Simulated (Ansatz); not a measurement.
PtSe2:
```yaml
crystal:
  lattice:
    - [3.68975, 0.00000, 0.00000]
    - [-1.84488, 3.19542, 0.00000]
    - [0.00000, 0.00000, 32.00000]
  atoms:
    - { symbol: Se, position: [0.66667, 0.33333, 0.54136] }
    - { symbol: Pt, position: [0.00000, 0.00000, 0.50000] }
    - { symbol: Se, position: [0.33333, 0.66667, 0.45864] }
```
The layer is periodic in x and y and isolated along z.

Relaxed with r²SCAN+D4.

Q: All from DFT-r²SCAN+D4 in the program Ansatz with PAW potentials, unless another level is named. Give the hole effective mass with spin–orbit coupling, in the valley at Γ.

A: 2.1 mₑ.

Q: Predict the electron affinity (Kohn–Sham).

A: 4.35 eV.

Q: Predict the ionisation potential (Kohn–Sham).

A: 5.93 eV.

Space group P-3m1 (1T). A layer that has been made, often on a substrate. The r²SCAN+D4 relaxation kept the symmetry of its start; its stability against distortions is not shown here. No spin polarisation was allowed. Spin–orbit coupling is left out wherever it is not named.

Potentials: the later of the program's two PAW sets.

Edges and masses are those of Kohn–Sham bands, whose gap is no quasiparticle gap.
